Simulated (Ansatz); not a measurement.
CsCl (CsCl type)

```xyz
2
Lattice="4.2053 0.0000 0.0000 0.0000 4.2053 0.0000 0.0000 0.0000 4.2053" Properties=species:S:1:pos:R:3 pbc="T T T"
Cs     0.0000     0.0000     0.0000
Cl     2.1026     2.1026     2.1026
```

The slice is a {210} plane (indices of the conventional cell) through the point (0.000, 0.000, 0.000) (fractional), spanned by u = [100] and v = [021] in vectors of this cell: u (4.21 Å) and v (9.40 Å, at 90° to u). It covers one period; positions are fractions (u, v).

Calculation: PBE (plane waves to 420 eV, PAW, scalar-relativistic; Ansatz, a first-principles code). k mesh 8×8×8. Inside the PAW spheres the values are not all-electron values, and peaks at nuclei hang on which shells count as valence. CsCl was relaxed with its symmetry unable to fall.

**Question.** Sketch the electron localisation function (ELF) on this plane as a map.

**Answer.** 
```
|x*@@=  =@@*|
|@@@#.  .#@@|
|@@*.    .*@|
|=:  .==.  :|
|   :*%%*:  |
|  :*%@@%*: |
|  :#@@@@#: |
|  .*%@@%*. |
|   -#%%#-  |
|   .=**=.  |
|     ..    |
|           |
|     ..    |
|   .=**=.  |
|   -#%%#-  |
|  .*%@@%*. |
|  :#@@@@#: |
|  :*%@@%*: |
|   :*%%*:  |
|=:  .==.  :|
|@@*.    .*@|
|@@@#.  .#@@|
|x*@@=  =@@*|
|xx@@+  +@@x|
```
Scale: ten equal steps from 0.01 (start of ' ') to 0.89 (end of '@'), in the order ' .:-=+*#%@'. Values: electron localisation function (ELF). The map has 11 points along u (one character each, u = 0 at the left) and 24 along v (v = 0 in the bottom row). Points within 0.5 Å of a nucleus are blanked (x), as the pseudised field means little there.
